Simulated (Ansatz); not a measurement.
ScAg3:
```
ScAg3
1.0
    4.24274     0.00000     0.00000
    0.00000     4.24274     0.00000
    0.00000     0.00000     4.24274
Ag Sc
3 1
Direct
  0.00000   0.50000   0.50000
  0.50000   0.50000   0.00000
  0.50000   0.00000   0.50000
  0.00000   0.00000   0.00000
```

Relaxed with PBE. Special points in fractions of this cell's reciprocal vectors: Γ (0.000, 0.000, 0.000); X (0.000, 0.500, 0.000); M (0.500, 0.500, 0.000); R (0.500, 0.500, 0.500).

Task: List the band energies nearest the Fermi level at these points for PBE in the plane-wave PAW code Ansatz.

Result: In eV from the Fermi level; about four levels below and three above (degenerate sets whole), none deeper than 8.9 eV; … stands for higher levels left out; points with the same levels are listed once.

```
k                                below                     above
-  -----------------------------------  ------------------------
Γ              -3.51 -3.22 -3.22 -3.22  0.77 0.77 1.46 1.46 1.46
X              -4.00 -3.78 -3.75 -3.22            0.36 0.36 0.53
M              -3.37 -1.89 -0.99 -0.99            0.75 0.75 1.53
R  -0.39 -0.39 -0.39 -0.05 -0.05 -0.05               1.89 1.89 …
```

Space group Pm-3m (Cu3Au type). The start of the workflow was typed in or built on a structure type; neither database checked (COD, Materials Project) lists it. Its standing as an ambient phase is unchecked. The PBE relaxation kept the symmetry of its start; its stability against distortions is not shown here. No spin polarisation was allowed. Spin–orbit coupling is left out wherever it is not named.

Potentials: the later of the program's two PAW sets.
